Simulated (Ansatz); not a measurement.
BaCaCeZrO6: field gradients at two levels of theory

Cell: a Materials Project structure (computed, not necessarily an observed phase).

Space group P-1 (No. 2); a = 5.9736, b = 6.0469, c = 8.5440 Å, α = 89.73°, β = 89.75°.

```
site  Wyckoff  site symmetry       x       y       z
  Ba       2i              1  0.4935  0.4681  0.2502
  Ca       2i              1  0.0072  0.9631  0.2522
 Ce5       1c             -1  0.0000  0.5000  0.0000
 Ce6       1f             -1  0.5000  0.0000  0.5000
 Zr7       1d             -1  0.5000  0.0000  0.0000
 Zr8       1g             -1  0.0000  0.5000  0.5000
  O9       2i              1  0.7883  0.8054  0.9379
 O10       2i              1  0.7150  0.2972  0.5292
 O13       2i              1  0.7022  0.2832  0.9664
 O14       2i              1  0.8089  0.7924  0.5595
 O17       2i              1  0.6069  0.9995  0.2416
 O18       2i              1  0.9353  0.5649  0.2585
```

One atom of each set is listed.

First run. Level of theory: DFT, PBE, plane waves and PAW, scalar-relativistic, 420 eV cutoff, Γ-centred 4×4×3 k-points, Fermi–Dirac smearing 0.02 eV (Ansatz 0.2.0).

```tsv
site	V_zz (10²¹ V/m²)	η
Ba	3.80	0.75
Ca	-3.70	0.05
Ce5	-10.64	0.42
Ce6	-8.93	0.19
Zr7	-4.17	0.28
Zr8	-4.82	0.27
O9	-0.63	0.54
O10	1.34	0.09
O13	1.39	0.42
O14	-0.51	0.44
O17	-0.47	0.26
O18	0.65	0.49
```

Second run. The same atoms and settings, except that the functional is r2SCAN and the cutoff is 500 eV.

Question: Given the first result, estimate the second.

Answer: 

| site | V_zz | η | change of V_zz |
| --- | --- | --- | --- |
| Ba | 4.07 | 0.74 | +0.27 |
| Ca | -3.82 | 0.04 | -0.12 |
| Ce5 | -10.63 | 0.44 | +0.01 |
| Ce6 | -9.12 | 0.21 | -0.19 |
| Zr7 | -4.30 | 0.24 | -0.13 |
| Zr8 | -4.83 | 0.30 | -0.01 |
| O9 | -0.62 | 0.57 | +0.01 |
| O10 | 1.36 | 0.06 | +0.02 |
| O13 | 1.41 | 0.53 | +0.02 |
| O14 | -0.47 | 0.45 | +0.04 |
| O17 | -0.45 | 0.66 | +0.02 |
| O18 | 0.67 | 0.67 | +0.02 |

The largest change of V_zz is on Ba, from 3.80 to 4.07. In per cent, |V_zz| changes by +7 on Ba, +3 on Ca, 0 to +2 on Ce, 0 to +3 on Zr, -8 to +3 on O (all sites that start above 0.5). Where |V_zz| stays above 0.1, η moves most on O17, from 0.26 to 0.66.

Without spin–orbit coupling the gradients at and beside Ce can be off by some per cent, at some sites by more.
